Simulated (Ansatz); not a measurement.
Consider the following.

C (diamond)

```yaml
crystal:
  lattice:
    - [0.00000, 3.56028, 3.56028]
    - [1.78014, 1.78014, 3.56028]
    - [1.78014, 1.78014, 0.00000]
  atoms:
    - { symbol: C, position: [0.00000, 0.50000, 0.50000] }
    - { symbol: C, position: [0.50000, 0.50000, 0.50000] }
    - { symbol: C, position: [0.00000, 0.75000, 0.75000] }
    - { symbol: C, position: [0.50000, 0.75000, 0.75000] }
```

A phonon eigenvector at X = (0.5, 0.5, 0.0) is frozen into this cell: atom i moves by Q times the vector below, so Q is the largest atomic displacement, in Å. The cell is held. It is one choice among 2 degenerate patterns. (q is in reciprocal vectors of the primitive cell; the cell shown is doubled to hold the pattern.)

```tsv
atom	x	y	z
C1	-0.817	-0.576	0.000
C2	0.817	0.576	0.000
C3	-0.576	-0.817	0.000
C4	0.576	0.817	0.000
```

Calculation: r2SCAN (plane waves to 500 eV, PAW, scalar-relativistic; Ansatz, a first-principles code). k mesh 16×16×16 (Γ-centred), Fermi-Dirac smearing 0.05 eV. Energies are smeared free energies. C was relaxed with its symmetry unable to fall. ΔE is measured from the undisplaced structure.

The scan covers Q from -0.280 to 0.280 Å in 13 points.

Q: Which space group does the distorted structure have?

A: P2_12_12_1 (No. 19), lowered from Fd-3m.

Q: Is this a single well or a double well?

A: A single well with its minimum at or next to zero displacement.

Q: What is the energy change at Q = 0.280 Å?

A: 4445 meV/cell.

Q: What harmonic wavenumber does the curvature at Q = 0 give?

A: 802 cm⁻¹.

(A displaced cell: forces are minus the slopes of the energy, force constants its curvatures, and phonons follow from these.)
